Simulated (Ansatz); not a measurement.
Rb3ScCl6:
```cif
data_Cl6Rb3Sc
_chemical_formula_sum 'Rb3 Sc1 Cl6'
_space_group_name_H-M_alt 'P 1'
_space_group_IT_number 1
_cell_length_a 7.82975
_cell_length_b 7.82975
_cell_length_c 7.82975
_cell_angle_alpha 60.000
_cell_angle_beta 60.000
_cell_angle_gamma 60.000
loop_
_space_group_symop_operation_xyz
  'x, y, z'
loop_
_atom_site_label
_atom_site_type_symbol
_atom_site_fract_x
_atom_site_fract_y
_atom_site_fract_z
_atom_site_occupancy
Rb1 Rb 0.75000 0.75000 0.75000 1
Rb2 Rb 0.25000 0.25000 0.25000 1
Rb3 Rb 0.50000 0.50000 0.50000 1
Sc1 Sc 0.00000 0.00000 0.00000 1
Cl1 Cl 0.77598 0.22402 0.22402 1
Cl2 Cl 0.22402 0.77598 0.77598 1
Cl3 Cl 0.22402 0.77598 0.22402 1
Cl4 Cl 0.77598 0.22402 0.77598 1
Cl5 Cl 0.22402 0.22402 0.77598 1
Cl6 Cl 0.77598 0.77598 0.22402 1
```

Relaxed with r²SCAN.

Question: Which orbitals make up the states near the band edges in r²SCAN (plane waves, PAW; program Ansatz)?

Answer: Top 1 eV of the valence band: Cl 3p 98 %. Bottom 1 eV of the conduction band: Sc 3d 85 %, Cl 3p 9 %. Projections are on Löwdin-orthogonalised atomic valence shells; empty p or d shells of many metals are not among them.

Question: Tabulate the density of states.

Answer: States/eV per cell of 10 atoms, in 0.25 eV bins, energy from the valence-band maximum.

| E (eV) | total | Cl 3p | Sc 3d | Rb 5s |
|---|---|---|---|---|
| -7.85 | 0.00 | 0.00 | 0.00 | 0.00 |
| -7.60 | 0.00 | 0.00 | 0.00 | 0.00 |
| -7.35 | 0.00 | 0.00 | 0.00 | 0.00 |
| -7.10 | 0.00 | 0.00 | 0.00 | 0.00 |
| -6.85 | 0.00 | 0.00 | 0.00 | 0.00 |
| -6.60 | 0.00 | 0.00 | 0.00 | 0.00 |
| -6.35 | 0.00 | 0.00 | 0.00 | 0.00 |
| -6.10 | 0.00 | 0.00 | 0.00 | 0.00 |
| -5.85 | 0.00 | 0.00 | 0.00 | 0.00 |
| -5.60 | 0.00 | 0.00 | 0.00 | 0.00 |
| -5.35 | 0.00 | 0.00 | 0.00 | 0.00 |
| -5.10 | 0.00 | 0.00 | 0.00 | 0.00 |
| -4.85 | 0.00 | 0.00 | 0.00 | 0.00 |
| -4.60 | 0.00 | 0.00 | 0.00 | 0.00 |
| -4.35 | 0.00 | 0.00 | 0.00 | 0.00 |
| -4.10 | 0.00 | 0.00 | 0.00 | 0.00 |
| -3.85 | 0.00 | 0.00 | 0.00 | 0.00 |
| -3.60 | 0.00 | 0.00 | 0.00 | 0.00 |
| -3.35 | 0.00 | 0.00 | 0.00 | 0.00 |
| -3.10 | 0.00 | 0.00 | 0.00 | 0.00 |
| -2.85 | 0.00 | 0.00 | 0.00 | 0.00 |
| -2.60 | 0.73 | 0.61 | 0.00 | 0.02 |
| -2.35 | 7.27 | 6.22 | 0.02 | 0.08 |
| -2.10 | 0.00 | 0.00 | 0.00 | 0.00 |
| -1.85 | 9.09 | 7.87 | 0.71 | 0.38 |
| -1.60 | 49.27 | 43.93 | 3.95 | 0.41 |
| -1.35 | 5.64 | 5.04 | 0.44 | 0.02 |
| -1.10 | 0.00 | 0.00 | 0.00 | 0.00 |
| -0.85 | 6.42 | 6.26 | 0.01 | 0.07 |
| -0.60 | 26.53 | 25.88 | 0.04 | 0.30 |
| -0.35 | 20.69 | 20.36 | 0.02 | 0.06 |
| -0.10 | 18.37 | 18.28 | 0.00 | 0.00 |
| 0.15 | 0.00 | 0.00 | 0.00 | 0.00 |
| 0.40 | 0.00 | 0.00 | 0.00 | 0.00 |
| 0.65 | 0.00 | 0.00 | 0.00 | 0.00 |
| 0.90 | 0.00 | 0.00 | 0.00 | 0.00 |
| 1.15 | 0.00 | 0.00 | 0.00 | 0.00 |
| 1.40 | 0.00 | 0.00 | 0.00 | 0.00 |
| 1.65 | 0.00 | 0.00 | 0.00 | 0.00 |
| 1.90 | 0.00 | 0.00 | 0.00 | 0.00 |
| 2.15 | 0.00 | 0.00 | 0.00 | 0.00 |
| 2.40 | 0.00 | 0.00 | 0.00 | 0.00 |
| 2.65 | 0.00 | 0.00 | 0.00 | 0.00 |
| 2.90 | 0.00 | 0.00 | 0.00 | 0.00 |
| 3.15 | 0.00 | 0.00 | 0.00 | 0.00 |
| 3.40 | 0.00 | 0.00 | 0.00 | 0.00 |
| 3.65 | 0.00 | 0.00 | 0.00 | 0.00 |
| 3.90 | 0.00 | 0.00 | 0.00 | 0.00 |
| 4.15 | 0.00 | 0.00 | 0.00 | 0.00 |
| 4.40 | 0.00 | 0.00 | 0.00 | 0.00 |
| 4.65 | 17.50 | 1.43 | 14.89 | 0.43 |
| 4.90 | 6.50 | 0.65 | 5.63 | 0.03 |
| 5.15 | 0.00 | 0.00 | 0.00 | 0.00 |
| 5.40 | 0.00 | 0.00 | 0.00 | 0.00 |
| 5.65 | 0.29 | 0.01 | 0.00 | 0.23 |
| 5.90 | 2.22 | 0.20 | 1.04 | 0.67 |
| 6.15 | 10.88 | 1.63 | 7.28 | 0.78 |
| 6.40 | 5.03 | 0.79 | 3.00 | 0.69 |
| 6.65 | 1.59 | 0.13 | 0.12 | 1.06 |
| 6.90 | 2.18 | 0.18 | 0.07 | 1.55 |
| 7.15 | 2.42 | 0.20 | 0.04 | 1.80 |
| 7.40 | 5.64 | 0.38 | 0.10 | 4.01 |
| 7.65 | 3.68 | 0.15 | 0.06 | 1.39 |
| 7.90 | 7.39 | 0.22 | 0.08 | 2.29 |
| 8.15 | 9.80 | 0.14 | 0.07 | 1.22 |
| 8.40 | 14.96 | 0.14 | 0.14 | 0.40 |
| 8.65 | 18.23 | 0.12 | 0.13 | 0.11 |
| 8.90 | 5.49 | 0.03 | 0.03 | 0.05 |
| 9.15 | 8.35 | 0.04 | 0.04 | 0.14 |
| 9.40 | 9.63 | 0.06 | 0.03 | 0.26 |

Space group Fm-3m. The workflow started from a Materials Project entry (that database holds measured and hypothetical structures alike); the Crystallography Open Database files this formula in space group No. 225, but the cells were not matched. Its standing as an ambient phase is unchecked. Symmetry was held in the r²SCAN relaxation; whether a distortion lowers the energy is not shown. No spin polarisation was allowed. Scalar-relativistic: spin–orbit coupling is off unless named, which matters more the heavier the elements.

Potentials: the later of the program's two PAW sets.
